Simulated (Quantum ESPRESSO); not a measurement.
# Ir5Ru3: one composition in several site orders

Simulated, not a measurement. The program is pw.x of Quantum ESPRESSO 7.5 (plane-wave density functional theory). The cell is made up: eight metal atoms on a body-centred cubic lattice, with elements, volume, strain and displacements drawn at random and not relaxed, so it may be unstable or far from any real phase. PseudoDojo standard norm-conserving files set the functional (PBE unless stated); there is no spin polarisation or spin-orbit coupling, the Fermi-Dirac width of 0.25 eV means electrons at about 2900 K, and the masses in the input are unused placeholders. Heavy elements are run without spin-orbit coupling, which real alloys of them have. A spin test at this wide smearing found no moment, but such smearing suppresses magnetism that the real alloy may have.

The runs put one composition on the sites in different orders. Cell, positions, cutoff, mesh and smearing stay as in the input of run 1; sites are counted in its order. Stress in the tables is positive in tension.

Input of run 1:

```
&control calculation='scf', pseudo_dir='./dojo.nc.sr.pbe.v0_5.standard.upf', outdir='./o', disk_io='minimal', tprnfor=.true., tstress=.true. /
&system ibrav=0, nat=8, ntyp=2, nbnd=85, ecutwfc=84.00895049, nosym=.true., tot_charge=0,
 occupations='smearing', smearing='fd', degauss=0.0183746611
/
&electrons conv_thr=1.470e-08, electron_maxstep=70, mixing_beta=0.5 /
ATOMIC_SPECIES
Ir 1.0 Ir.upf
Ru 1.0 Ru.upf
CELL_PARAMETERS angstrom
-1.559 1.5374 1.5282
-1.6 1.465 -4.5532
-6.2244 -6.0244 -0.1134
ATOMIC_POSITIONS angstrom
Ir -0.016 0.0547 0.0058
Ru -3.1353 -3.0591 -0.1034
Ru -3.1092 -0.0707 -3.0728
Ir -6.2595 -3.0263 -3.1246
Ir -1.594 1.5094 -1.5104
Ir -4.6583 -1.511 -1.5253
Ru -3.1224 0.0094 -0.025
Ir -6.2053 -3.0282 -0.0803
K_POINTS automatic
9 5 3 1 1 1
```

```
run  elements on sites 1 to 8  free energy less that of run 1 (eV)  -TS (eV)  pressure (GPa)  stress xx (GPa)  stress yy (GPa)  stress zz (GPa)  stress yz (GPa)  stress xz (GPa)  stress xy (GPa)  iterations
  1   Ir Ru Ru Ir Ir Ir Ru Ir                                0.000    -2.750           11.30           -19.49            -6.00            -8.41             4.77             2.24            -2.42          22
  2   Ru Ir Ir Ir Ir Ru Ir Ru                               -0.083    -2.755           10.96           -19.30            -6.57            -7.01             4.84             1.95            -2.04          21
  3   Ru Ir Ir Ir Ir Ir Ru Ru                               -0.074    -2.756           10.98           -19.67            -6.02            -7.24             5.04             2.16            -2.09          26
  4   Ru Ru Ir Ir Ru Ir Ir Ir                               -0.068    -2.757           11.09           -19.40            -5.72            -8.17             4.80             2.25            -2.48          22
```

Forces Fx Fy Fz (eV/Å):

| site | run 1 | run 2 | run 3 | run 4 |
| --- | --- | --- | --- | --- |
| 1 | -0.67 -0.08 0.32 | -0.26 0.41 0.17 | -0.38 0.37 0.19 | -0.45 0.31 0.23 |
| 2 | 0.88 0.00 0.02 | 0.57 -0.22 0.02 | 0.71 -0.10 0.13 | 0.66 -0.18 0.08 |
| 3 | -0.05 -0.46 -0.56 | -0.08 -0.31 -0.68 | 0.07 -0.14 -0.70 | 0.08 -0.11 -0.72 |
| 4 | 0.54 0.15 0.71 | 0.33 -0.10 0.70 | 0.17 -0.17 0.68 | 0.25 -0.16 0.75 |
| 5 | -0.71 -0.07 -0.32 | -0.21 0.32 -0.29 | -0.31 0.09 -0.25 | -0.39 0.20 -0.28 |
| 6 | -0.19 0.86 -0.16 | -0.55 0.42 -0.04 | -0.45 0.51 -0.17 | -0.49 0.54 -0.16 |
| 7 | 0.33 -0.10 0.69 | 0.48 -0.05 0.78 | 0.59 0.07 0.72 | 0.72 0.06 0.79 |
| 8 | -0.14 -0.30 -0.70 | -0.28 -0.46 -0.65 | -0.39 -0.63 -0.59 | -0.40 -0.66 -0.69 |

The sites are displaced and not relaxed, so the energy differences mix bonding between neighbours with strain and are not ordering energies. A rerun of one cell of this series at a higher cutoff and on a denser mesh moved values by no more than 0.013 eV in energy, 0.26 GPa in stress and 0.005 eV/Å in force, and a second program with other atomic files agreed on that cell to 2 % rms in force and 0.5 GPa in pressure.